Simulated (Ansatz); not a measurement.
LiF at 11 GPa: from Born charge to LO–TO splitting and polaron coupling

All numbers below come from DFT LDA, scalar-relativistic, plane waves, PAW (Ansatz). Cutoff 420 eV, 10×10×10 k-points (Γ-centred), fixed occupations. No spin polarisation. Phonons by linear response, acoustic sum rule imposed.

The cell, relaxed at 11 GPa:
```cif
data_structure
_symmetry_space_group_name_H-M 'Fm-3m'
_symmetry_Int_Tables_number 225
_cell_length_a 3.7784
_cell_length_b 3.7784
_cell_length_c 3.7784
_cell_angle_alpha 90.000
_cell_angle_beta 90.000
_cell_angle_gamma 90.000
_cell_volume 53.94
loop_
_atom_site_label
_atom_site_type_symbol
_atom_site_symmetry_multiplicity
_atom_site_Wyckoff_symbol
_atom_site_fract_x
_atom_site_fract_y
_atom_site_fract_z
_atom_site_occupancy
Li1 Li 4 a 0.00000 0.00000 0.00000 1
F1 F 4 b 0.50000 0.00000 0.00000 1
```

Linear response gives ν_TO = 432.1 cm⁻¹, Born charges ±1.029 e (positive on Li) and ε∞ = 2.150. The primitive cell holds 13.485 Å³, and the masses are 6.940 and 18.998 amu.

Q: Find ν_LO and the static dielectric constant.

A: The long-wave field adds a restoring force: ω_LO² − ω_TO² = Z*²e²/(ε_vac ε∞ μV). In these units ν_LO² − ν_TO² = 4.92064×10⁷ Z*²/(μ V ε∞) cm⁻², with μ = m₁m₂/(m₁ + m₂) = 5.083 amu: 353685 cm⁻². So ν_LO = √(432.1² + 353685) = 735.1 cm⁻¹, and the run gives 735.1. Lyddane–Sachs–Teller then gives ε0 = ε∞ (ν_LO/ν_TO)² = 6.22, against 6.22 in the run (it forms both from the same three quantities, so the match checks the arithmetic only). Between ν_TO and ν_LO the dielectric function is negative and an undamped crystal reflects fully: a reststrahlen band from 13.6 to 23.1 μm.

Q: What do the Clausius–Mossotti polarisability and the Szigeti charge come to?

A: With the Lorentz local field, α = (3V/4π)(ε∞ − 1)/(ε∞ + 2) = 0.89 Å³ for the pair, and e_S = 3Z*/(ε∞ + 2) = 0.74 e. The Born charge includes the electrons' response to the dipole's own local field, and e_S takes that enhancement out. The Lorentz field assumes point-like polarisable ions, a fair picture at this small ε∞.

Q: How strongly does a slow electron couple to the LO mode?

A: For one isotropic parabolic band, Fröhlich's constant is α_F = (1/ε∞ − 1/ε0) √(m* Ry/ħω_LO), with Ry = 13.606 eV, ħω_LO = 91.1 meV and m* in free-electron masses: α_F = 0.3045 × 12.22 × √m* = 3.72 √m*. The band mass isn't part of this run; for m* = 0.1, 0.3 and 1 it gives 1.18, 2.04, 3.72. In weak coupling the polaron lies α_F ħω_LO below the band edge (186 meV at m* = 0.3) with a mass m*(1 + α_F/6); past α_F of about 5 or 6 that expansion fails. A semilocal functional's ε∞ tends to be too large, which taken alone lowers α_F.